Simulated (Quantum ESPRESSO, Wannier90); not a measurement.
## TiSi$_{2}$ (Cmcm): Wannier90 run

Materials Project entry mp-1077503; symmetrised, unrelaxed at this level. Not found in the COD (Crystallography Open Database) copy used, which has the formula in other groups; not checked further. Method: PBEsol plane waves in Quantum ESPRESSO 7.5 (PseudoDojo norm-conserving files, 68 Ry, no spin polarisation, no spin-orbit coupling), Bloch states on a 6×6×6 mesh through Γ, Wannier90 4.0.1. Density: 10×10×10 mesh, cold smearing 0.01 Ry.

On the energy scale of pw.x, whose zero is arbitrary, the Fermi level lies at 12.88 eV.

Input w.win:

```
num_bands = 6
num_wann = 6
exclude_bands = 1-2,9-58
num_iter = 1000
conv_tol = 1.0e-6
conv_window = 4
write_hr = true
write_u_matrices = true
auto_projections = true
begin unit_cell_cart
ang
    3.5302100000    0.0000000000    0.0000000000
    0.0000000000    0.0000000000   -3.5651700000
   -1.7651050000    6.7592800000    0.0000000000
end unit_cell_cart
begin atoms_frac
Ti   0.1031200000  0.2500000000  0.2062400000
Ti  -0.1031200000 -0.2500000000 -0.2062400000
Si   0.4417500000  0.2500000000 -0.1165000000
Si  -0.4417500000 -0.2500000000  0.1165000000
Si  -0.2496900000  0.2500000000 -0.4993800000
Si   0.2496900000 -0.2500000000  0.4993800000
end atoms_frac
mp_grid = 6 6 6
begin kpoints
0.0000000000 0.0000000000 0.0000000000
0.0000000000 0.0000000000 0.1666666667
0.0000000000 0.0000000000 0.3333333333
... (213 more lines: the 6x6x6 mesh through Gamma)
end kpoints
```

Input of pw2wannier90.x that gives the overlap and projection files (equivalent; here they were cut from one run over all bands):

```
&inputpp
  outdir = './out'
  prefix = 'pwscf'
  seedname = 'w'
  write_amn = .true.
  write_mmn = .true.
  atom_proj = .true.
  atom_proj_exclude = 1 5 6 7 8 9 10 11 15 16 17 18 19 20 21 22 23 24 25 26 27 28 29 30 31 32 33 34 35 36
/
```

Output w.wout (banner and timings cut):

```
                                    ------
                                    SYSTEM
                                    ------

                              Lattice Vectors (Ang)
                    a_1     3.530210   0.000000   0.000000
                    a_2     0.000000   0.000000  -3.565170
                    a_3    -1.765105   6.759280   0.000000

                   Unit Cell Volume:      85.07094  (Ang^3)

                        Reciprocal-Space Vectors (Ang^-1)
                    b_1     1.779833   0.464782   0.000000
                    b_2     0.000000   0.000000  -1.762380
                    b_3    -0.000000   0.929564   0.000000

 *----------------------------------------------------------------------------*
 |   Site       Fractional Coordinate          Cartesian Coordinate (Ang)     |
 +----------------------------------------------------------------------------+
 | ti   1   0.10312   0.25000   0.20624   |    0.00000   1.39403  -0.89129    |
 | ti   2  -0.10312  -0.25000  -0.20624   |    0.00000  -1.39403   0.89129    |
 | si   1   0.44175   0.25000  -0.11650   |    1.76510  -0.78746  -0.89129    |
 | si   2  -0.44175  -0.25000   0.11650   |   -1.76510   0.78746   0.89129    |
 | si   3  -0.24969   0.25000  -0.49938   |    0.00000  -3.37545  -0.89129    |
 | si   4   0.24969  -0.25000   0.49938   |    0.00000   3.37545   0.89129    |
 *----------------------------------------------------------------------------*
                                ------------
                                K-POINT GRID
                                ------------

             Grid size =  6 x  6 x  6      Total points =  216

 *---------------------------------- MAIN ------------------------------------*
 |  Number of Wannier Functions               :                 6             |
 |  Number of Objective Wannier Functions     :                 6             |
 |  Number of input Bloch states              :                 6             |
 |  Output verbosity (1=low, 5=high)          :                 1             |
 |  Timing Level (1=low, 5=high)              :                 1             |
 |  Optimisation (0=memory, 3=speed)          :                 3             |
 |  Length Unit                               :               Ang             |
 |  Post-processing setup (write *.nnkp)      :                 F             |
 |  Using Gamma-only branch of algorithms     :                 F             |
 *----------------------------------------------------------------------------*
 *------------------------------- WANNIERISE ---------------------------------*
 |  Total number of iterations                :              1000             |
 |  Number of CG steps before reset           :                 5             |
 |  Trial step length for line search         :             2.000             |
 |  Convergence tolerence                     :         0.100E-05             |
 |  Convergence window                        :                 4             |
 |  Iterations between writing output         :                 1             |
 |  Iterations between backing up to disk     :               100             |
 |  Write r^2_nm to file                      :                 F             |
 |  Write xyz WF centres to file              :                 F             |
 |  Write on-site energies <0n|H|0n> to file  :                 F             |
 |  Use guiding centre to control phases      :                 F             |
 |  Use phases for initial projections        :                 F             |
 *----------------------------------------------------------------------------*
 *-------------------------------- PLOTTING ----------------------------------*
 |  Plotting Hamiltonian in WF basis          :                 T             |
 *----------------------------------------------------------------------------*

 *---------------------------------- K-MESH ----------------------------------*
 +----------------------------------------------------------------------------+
 |                    Distance to Nearest-Neighbour Shells                    |
 |                    ------------------------------------                    |
 |          Shell             Distance (Ang^-1)          Multiplicity         |
 |          -----             -----------------          ------------         |
 |             1                   0.154927                      2            |
 |             2                   0.293730                      2            |
 |             3                   0.306586                      4            |
 |             4                   0.309855                      2            |
 |             5                   0.332084                      4            |
 |             6                   0.376829                      4            |
 |             7                   0.424585                      8            |
 |             8                   0.426951                      4            |
       ... (lines left out)
 +----------------------------------------------------------------------------+
 | The b-vectors are chosen automatically                                     |
 | The following shells are used:                       1,  2,  3             |
 +----------------------------------------------------------------------------+
 |                        Shell   # Nearest-Neighbours                        |
 |                        -----   --------------------                        |
 |                          1               2                                 |
 |                          2               2                                 |
 |                          3               4                                 |
 +----------------------------------------------------------------------------+
 | Completeness relation is fully satisfied [Eq. (B1), PRB 56, 12847 (1997)]  |
 +----------------------------------------------------------------------------+
 |                  b_k Vectors (Ang^-1) and Weights (Ang^2)                  |
 |                  ----------------------------------------                  |
 |            No.         b_k(x)      b_k(y)      b_k(z)        w_b           |
 |            ---        --------------------------------     --------        |
 |             1         0.000000    0.154927    0.000000    19.410628        |
 |             2         0.000000   -0.154927    0.000000    19.410628        |
 |             3         0.000000    0.000000   -0.293730     5.795264        |
 |             4         0.000000    0.000000    0.293730     5.795264        |
 |             5         0.296639    0.077464    0.000000     2.841083        |
 |             6         0.296639   -0.077464    0.000000     2.841083        |
 |             7        -0.296639   -0.077464    0.000000     2.841083        |
 |             8        -0.296639    0.077464    0.000000     2.841083        |
 +----------------------------------------------------------------------------+
 |                           b_k Directions (Ang^-1)                          |
 |                           -----------------------                          |
 |            No.           x           y           z                         |
 |            ---        --------------------------------                     |
 |             1         0.000000    0.154927    0.000000                     |
 |             2         0.000000    0.000000   -0.293730                     |
 |             3         0.296639    0.077464    0.000000                     |
 |             4         0.296639   -0.077464    0.000000                     |
 +----------------------------------------------------------------------------+

 Starting a new Wannier90 calculation ...

 Reading overlaps from w.mmn

 Reading projections from w.amn

 *------------------------------- WANNIERISE ---------------------------------*
 +--------------------------------------------------------------------+<-- CONV
 | Iter  Delta Spread     RMS Gradient      Spread (Ang^2)            |<-- CONV
 +--------------------------------------------------------------------+<-- CONV

 ------------------------------------------------------------------------------
 Initial State
  WF centre and spread    1  (  0.000000,  1.394127, -0.891292 )     0.40329769
  WF centre and spread    2  ( -0.000000,  1.393327, -0.891292 )     0.40445784
  WF centre and spread    3  (  0.000000,  1.395686, -0.891292 )     0.40459831
  WF centre and spread    4  ( -0.000000, -1.394127,  0.891292 )     0.40329769
  WF centre and spread    5  (  0.000000, -1.393327,  0.891292 )     0.40445784
  WF centre and spread    6  ( -0.000000, -1.395686,  0.891292 )     0.40459831
  Sum of centres and spreads ( -0.000000,  0.000000, -0.000000 )     2.42470769

      0     0.242E+01     0.0000000000        2.4247076819  <-- CONV
        O_D=      0.0000000 O_OD=      0.0001669 O_TOT=      2.4247077 <-- SPRD
 ------------------------------------------------------------------------------
      1    -0.488E-08     0.0000326116        2.4247076770  <-- CONV
        O_D=      0.0000000 O_OD=      0.0001669 O_TOT=      2.4247077 <-- SPRD
      2    -0.133E-09     0.0000119573        2.4247076769  <-- CONV
        O_D=      0.0000000 O_OD=      0.0001669 O_TOT=      2.4247077 <-- SPRD
      3    -0.105E-09     0.0000116598        2.4247076768  <-- CONV
        O_D=      0.0000000 O_OD=      0.0001669 O_TOT=      2.4247077 <-- SPRD
      4    -0.329E-10     0.0000076097        2.4247076768  <-- CONV
        O_D=      0.0000000 O_OD=      0.0001669 O_TOT=      2.4247077 <-- SPRD
             <<<     Delta < 1.000E-06  over  4 iterations     >>>
             <<< Wannierisation convergence criteria satisfied >>>
 Final State
  WF centre and spread    1  (  0.000000,  1.394127, -0.891292 )     0.40329760
  WF centre and spread    2  ( -0.000000,  1.393327, -0.891292 )     0.40445784
  WF centre and spread    3  (  0.000000,  1.395686, -0.891292 )     0.40459840
  WF centre and spread    4  ( -0.000000, -1.394127,  0.891292 )     0.40329760
  WF centre and spread    5  (  0.000000, -1.393327,  0.891292 )     0.40445784
  WF centre and spread    6  ( -0.000000, -1.395686,  0.891292 )     0.40459840
  Sum of centres and spreads ( -0.000000,  0.000000, -0.000000 )     2.42470768

         Spreads (Ang^2)       Omega I      =     2.424540745
        ================       Omega D      =     0.000000028
                               Omega OD     =     0.000166904
    Final Spread (Ang^2)       Omega Total  =     2.424707677
```
